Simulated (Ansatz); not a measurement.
Mg2Si:
```cif
data_Mg4Si2
_chemical_formula_sum 'Mg4 Si2'
_space_group_name_H-M_alt 'P 1'
_space_group_IT_number 1
_cell_length_a 5.82228
_cell_length_b 5.82228
_cell_length_c 5.82228
_cell_angle_alpha 90.000
_cell_angle_beta 90.000
_cell_angle_gamma 90.000
loop_
_space_group_symop_operation_xyz
  'x, y, z'
loop_
_atom_site_label
_atom_site_type_symbol
_atom_site_fract_x
_atom_site_fract_y
_atom_site_fract_z
_atom_site_occupancy
Mg1 Mg 0.75000 0.75000 0.75000 1
Mg2 Mg 0.75000 0.25000 0.25000 1
Mg3 Mg 0.25000 0.75000 0.25000 1
Mg4 Mg 0.25000 0.25000 0.75000 1
Si1 Si 0.00000 0.00000 0.00000 1
Si2 Si 0.50000 0.50000 0.50000 1
```

This is the PBE-relaxed structure.

Task: All from PBE (plane waves, PAW; program Ansatz), unless another level is named. Estimate the formation energy from the elements (no fitted shifts).

Result: 0.42 eV/atom.

Task: Predict the electron effective mass.

Result: 0.041 mₑ (isotropic).

Task: Give the band gap.

Result: 0.31 eV (direct).

Task: And the weight of the conduction-edge state by species (Voronoi cells)?

Result: Mg 70 %, Si 30 %.

Task: Give the valence-band maximum.

Result: at Γ.

Space group Pn-3m. A made-up cell: these elements were put on the sites of a structure type; neither database checked (COD, Materials Project) lists it. It is not the phase usual at ambient conditions (space group No. 225). Symmetry was held in the PBE relaxation; its stability against distortions is not shown here. The references are the lowest solids computed at this level, not always the standard phases.

Potentials: the later of the program's two PAW sets.
